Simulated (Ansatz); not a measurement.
A distorted cell of YN (rock salt):

```xyz
2
Lattice="0.0000 2.5114 2.5114 2.5114 0.0000 2.5114 2.5114 2.5114 0.0000" Properties=species:S:1:pos:R:3 pbc="T T T"
N      0.0000     0.0000     0.0000
Y      2.5114     2.5114     2.5114
```

All values below come from r2SCAN (plane waves to 500 eV, PAW, scalar-relativistic; Ansatz, a program for electronic structure). k mesh 12×12×12 (Γ-centred), Fermi-Dirac smearing 0.05 eV. The energy includes the smearing's −TS. Stress and pressure are positive under compression. YN is run without spin polarisation. YN was relaxed with its symmetry unable to fall.

Task: Give the stress tensor in GPa and the pressure.

Result: 
```
  -11.1      0.0      0.0
    0.0    -11.1      0.0
    0.0      0.0    -11.1
```
The pressure, a third of the trace, is -11.1 GPa.

Task: It is the relaxed cell scaled evenly to V/V₀ = 1.080, atoms relaxed where free. What is its energy relative to the relaxed cell?

Result: 43.5 meV/atom.

(Under strain, the slope of the energy per volume gives the stress and its curvature an elastic modulus.)
